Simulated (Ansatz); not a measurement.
Relax this structure to zero stress and force, keeping its symmetry:

```cif
data_structure
_symmetry_space_group_name_H-M 'P2_13'
_symmetry_Int_Tables_number 198
_cell_length_a 4.9219
_cell_length_b 4.9219
_cell_length_c 4.9219
_cell_angle_alpha 90.000
_cell_angle_beta 90.000
_cell_angle_gamma 90.000
_cell_volume 119.23
loop_
_atom_site_label
_atom_site_type_symbol
_atom_site_symmetry_multiplicity
_atom_site_Wyckoff_symbol
_atom_site_fract_x
_atom_site_fract_y
_atom_site_fract_z
_atom_site_occupancy
Ga1 Ga 4 a 0.09298 0.09298 0.09298 1
Pt1 Pt 4 a 0.39943 0.39943 0.39943 1
```

These are results of DFT PBEsol, scalar-relativistic, plane waves, PAW in Ansatz, not measurements.

Settings: cutoff 420 eV, Γ-centred mesh 8×8×8 on the computed 8-atom cell, Gaussian smearing of 0.10 eV; no spin polarisation.

Task: What does it relax to?

Result: The volume drops by 0.18 Å³/atom to 14.73 Å³/atom, and the energy falls by 1.5 meV/atom. Final structure:
```cif
data_structure
_symmetry_space_group_name_H-M 'P2_13'
_symmetry_Int_Tables_number 198
_cell_length_a 4.9025
_cell_length_b 4.9025
_cell_length_c 4.9025
_cell_angle_alpha 90.000
_cell_angle_beta 90.000
_cell_angle_gamma 90.000
_cell_volume 117.83
loop_
_atom_site_label
_atom_site_type_symbol
_atom_site_symmetry_multiplicity
_atom_site_Wyckoff_symbol
_atom_site_fract_x
_atom_site_fract_y
_atom_site_fract_z
_atom_site_occupancy
Ga1 Ga 4 a 0.09317 0.09317 0.09317 1
Pt1 Pt 4 a 0.39819 0.39819 0.39819 1
```

Course of the relaxation (steps run on the plane waves of an earlier cell, and the basis is chosen afresh near the end, so energy and pressure can step there; trial steps that raised the energy were taken back; energies are free energies):

```
step E − E_final (meV/atom) largest force component (eV/Å) P (GPa) V (Å³/atom)
   1                     1.5                           0.033    -2.35        14.90
   2                     0.7                           0.008     1.88        14.59
   3                     0.0                           0.015    -0.02        14.73
   4                    -0.1                           0.009     0.01        14.73
   5                    -0.1                           0.007    -0.01        14.73
   6                    -0.1                           0.000     0.00        14.73
   7                     0.0                           0.000     0.00        14.73
```

Spin–orbit coupling is left out, which can shift energies with elements as heavy as these.